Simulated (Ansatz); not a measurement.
Relaxed-ion elastic tensor of Li (bcc (W type), Im-3m) in GPa (Voigt order), DFT-PBEsol in the program Ansatz with PAW potentials; density 0.57 g/cm³, 20.25 Å³ per atom.

```
14.6  13.2  13.2   0.0   0.0   0.0
13.2  14.6  13.2   0.0   0.0   0.0
13.2  13.2  14.6   0.0   0.0   0.0
 0.0   0.0   0.0  11.2   0.0   0.0
 0.0   0.0   0.0   0.0  11.2   0.0
 0.0   0.0   0.0   0.0   0.0  11.2
```

### Question
Is the crystal mechanically stable?

### Answer
Yes: the smallest eigenvalue of C is 1.4 GPa.

### Question
Work out the Voigt and Reuss bounds. Is their mean of use?

### Answer
K_V = 13.7, K_R = 13.7; G_V = 7.0, G_R = 1.6 GPa. The bounds lie so far apart that a Hill average or a Debye temperature from it would say little.

Symmetry was held in the PBEsol relaxation; phonons on a q-mesh show no instability. As this level gives no gap, shear constants depend on the k-mesh and smearing (Fermi–Dirac, 0.1 eV here).

Potentials: the earlier of the program's two PAW sets.
